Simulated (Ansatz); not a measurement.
CuCl:
```
CuCl
1.0
    0.00000     2.64496     2.64496
    2.64496     0.00000     2.64496
    2.64496     2.64496     0.00000
Cu Cl
1 1
Direct
  0.00000   0.00000   0.00000
  0.75000   0.75000   0.75000
```

x, y and z are the axes in which the lattice vectors are written.

Problem. Give the high-frequency dielectric tensor and the Born effective charge tensors of the independent atoms from DFPT, PBEsol in the plane-wave PAW code Ansatz.

Solution. 
ε∞:
```
5.59  0.00  0.00
0.00  5.59  0.00
0.00  0.00  5.59
```
Z* of atom 1 (Cu), rows: field, columns: displacement, in e:
```
1.05  0.00  0.00
0.00  1.05  0.00
0.00  0.00  1.05
```
Z* of atom 2 (Cl), rows: field, columns: displacement, in e:
```
-1.05   0.00   0.00
 0.00  -1.05   0.00
 0.00   0.00  -1.05
```

Space group F-43m (zinc blende). Symmetry was held in the PBEsol relaxation. No spin polarisation was allowed.

Potentials: the earlier of the program's two PAW sets. The files were generated under PBE; for other functionals the program regenerates the frozen cores, and for LDA and PBEsol the local potential too.
